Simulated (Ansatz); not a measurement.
Mo$_{3}$Os (A15, Cr3Si type)

```yaml
crystal:
  lattice:
    - [9.83177, 0.00000, 0.00000]
    - [0.00000, 4.91589, 0.00000]
    - [0.00000, 0.00000, 4.91589]
  atoms:
    - { symbol: Mo, position: [0.12500, 0.00000, 0.50000] }
    - { symbol: Mo, position: [0.62500, 0.00000, 0.50000] }
    - { symbol: Mo, position: [0.37500, 0.00000, 0.50000] }
    - { symbol: Mo, position: [0.87500, 0.00000, 0.50000] }
    - { symbol: Mo, position: [0.25000, 0.75000, 0.00000] }
    - { symbol: Mo, position: [0.75000, 0.75000, 0.00000] }
    - { symbol: Mo, position: [0.25000, 0.25000, 0.00000] }
    - { symbol: Mo, position: [0.75000, 0.25000, 0.00000] }
    - { symbol: Mo, position: [0.00000, 0.50000, 0.75000] }
    - { symbol: Mo, position: [0.50000, 0.50000, 0.75000] }
    - { symbol: Mo, position: [0.00000, 0.50000, 0.25000] }
    - { symbol: Mo, position: [0.50000, 0.50000, 0.25000] }
    - { symbol: Os, position: [0.00000, 0.00000, 0.00000] }
    - { symbol: Os, position: [0.50000, 0.00000, 0.00000] }
    - { symbol: Os, position: [0.25000, 0.50000, 0.50000] }
    - { symbol: Os, position: [0.75000, 0.50000, 0.50000] }
```

The atoms are displaced by Q × the pattern below (from a DFPT mode at X = (0.5, 0.0, 0.0), largest move 1; Q in Å), at fixed cell. It is one choice among 2 degenerate patterns. (q is in reciprocal vectors of the primitive cell; the cell shown is doubled to hold the pattern.)

```
atom      x      y       z
----  -----  -----  ------
Mo1   0.000  0.000   0.589
Mo2   0.000  0.000  -0.589
Mo3   0.000  0.000  -0.589
Mo4   0.000  0.000   0.589
Mo9   0.000  0.000   0.628
Mo10  0.000  0.000  -0.628
Mo11  0.000  0.000   0.628
Mo12  0.000  0.000  -0.628
Os13  0.000  0.000   1.000
Os14  0.000  0.000  -1.000
```

Atoms not listed stay in place.

Calculation: LDA (plane waves to 420 eV, PAW, scalar-relativistic; Ansatz, an electronic-structure program). k mesh 5×10×10 (Γ-centred), Fermi-Dirac smearing 0.05 eV. Energies are smeared free energies. With partly filled bands, energies and forces of such displacements shift with the k mesh and the smearing. Mo3Os is run without spin polarisation. Mo3Os was relaxed with its symmetry unable to fall. Spin-orbit coupling is left out, though Os is heavy. ΔE is measured from the undisplaced structure. The last digit holds for this mesh only.

```csv
Q (Å),ΔE (meV/cell)
-0.180,241.2
-0.150,167.6
-0.120,withheld
-0.090,60.5
-0.060,26.9
-0.030,6.7
0.000,0.0
0.030,6.7
0.060,26.9
0.090,60.5
0.120,withheld
0.150,167.6
0.180,241.2
```

Fit an even polynomial form (powers 2, 4) to the given rows and predict ΔE at Q = 0.120.

Least squares on the 11 given rows: ΔE = (7469)·Q² + (-770.9)·Q⁴, in meV/cell with Q in Å; root-mean-square residual 0.04 meV/cell. At 0.120 the fit gives 107.4 meV/cell; the calculation gives 107.4 meV/cell, the same to the digits shown. The quadratic term alone would give 107.6 meV/cell.

(A displaced cell: forces are minus the slopes of the energy, force constants its curvatures, and phonons follow from these.)
